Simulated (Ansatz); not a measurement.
Relaxed-ion elastic tensor of LuF3 in space group P-3c1 (No. 165; Lu on 6f, F on 2a, F on 4d, F on 12g) in GPa (Voigt order), DFT-PBEsol in the program Ansatz with PAW potentials; density 8.85 g/cm³, 10.89 Å³ per atom.

```csv
,1,2,3,4,5,6
1,219,109,91.0,-2.5,0.0,0.0
2,109,219,91.0,2.5,0.0,0.0
3,91.0,91.0,271,0.0,0.0,0.0
4,-2.5,2.5,0.0,53.4,0.0,0.0
5,0.0,0.0,0.0,0.0,53.4,-2.5
6,0.0,0.0,0.0,0.0,-2.5,54.8
```

Question: Is the crystal mechanically stable?

Answer: Yes: the smallest eigenvalue of C is 51.5 GPa.

Question: Work out the Voigt, Reuss and Hill averages.

Answer: K_V = 143, K_R = 143, K_H = 143; G_V = 60.1, G_R = 58.1, G_H = 59.1 GPa.

Question: Give Young's modulus, Poisson's ratio, Pugh's ratio and the universal anisotropy index.

Answer: E = 9KG/(3K + G) = 156 GPa; ν = 0.32; K/G = 2.42 (ductile by the Pugh limit of 1.75); A_U = 5G_V/G_R + K_V/K_R − 6 = 0.18.

Question: Estimate the sound speeds and the Debye temperature.

Answer: v_l = √((K + 4G/3)/ρ) = 5010 m/s, v_t = √(G/ρ) = 2580 m/s, mean 2890 m/s; Θ = (h/k)(3n/4πV)^(1/3) v_m = 389 K.

Question: Solve the Christoffel equation for the three sound speeds along x, y, z.

Answer: Eigenvalues of C_ijkl n_j n_l equal ρv². In km/s, slowest first: x 2.41, 2.53, 4.97; y 2.46, 2.49, 4.97; z 2.46, 2.46, 5.53.

Question: How much does each axis shrink under pressure?

Answer: Linear compressibilities β_i = Σ_j S_ij (j = 1 to 3): x 2.5, y 2.5, z 2.0 per TPa.

The first step of the workflow began from a Materials Project structure, measured or hypothetical; the Crystallography Open Database copy checked does not list it. Whether it is the stable phase at ambient conditions was not checked. The PBEsol relaxation kept the symmetry of its start; of distortions, only those at the zone centre were tested. Spin–orbit coupling is left out wherever it is not named.

Potentials: the later of the program's two PAW sets.
